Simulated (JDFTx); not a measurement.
AlRu(100) slab cut from bulk AlRu (space group Pm-3m, indices of the conventional cell, lattice of the Materials Project entry mp-542569, not re-optimised): 7 atoms in 7 planes, a 1x1 cell of 8.90 Å² (|a| = 2.982, |b| = 2.982 Å), 8.6 Å between the outermost planes, Al outermost, slab composition Al4Ru3, cell height 24.9 Å, 8×8×1 k mesh, Fermi smearing 0.01 Ha, no spin polarisation. Whether this polymorph is the ambient one wasn't checked.

Level of theory: PBE, GBRV ultrasoft potentials, plane waves to 20/100 Ha; code: a modified build of JDFTx. Liquid on both sides: SCCS (g09 parameters), water, 1 M NaCl; nuclei fixed. 

Charging data:

```csv
U − U_pzc (V),σ (μC/cm²)
-0.39,-5.45
-0.19,-2.76
0.00,0.00
```

A calculation by hand: a check of Lippmann's equation. The grand free energy per area against the neutral slab, Δγ = [F(N) − F(N₀) − μ(N − N₀)]/2A, is taken from the total energies of the same runs.

```json
[
 {"U − U_pzc (V)": "-0.39", "Δγ (mJ/m²)": "-11.0"},
 {"U − U_pzc (V)": "-0.19", "Δγ (mJ/m²)": "-2.7"},
 {"U − U_pzc (V)": "0.00", "Δγ (mJ/m²)": "0.0"}
]
```

Δγ is largest at zero charge and falls away from it, as dγ/dU = −σ demands. At -0.39 V the computed -11.0 mJ/m² stands beside -10.7 mJ/m² from the constant-capacitance formula.
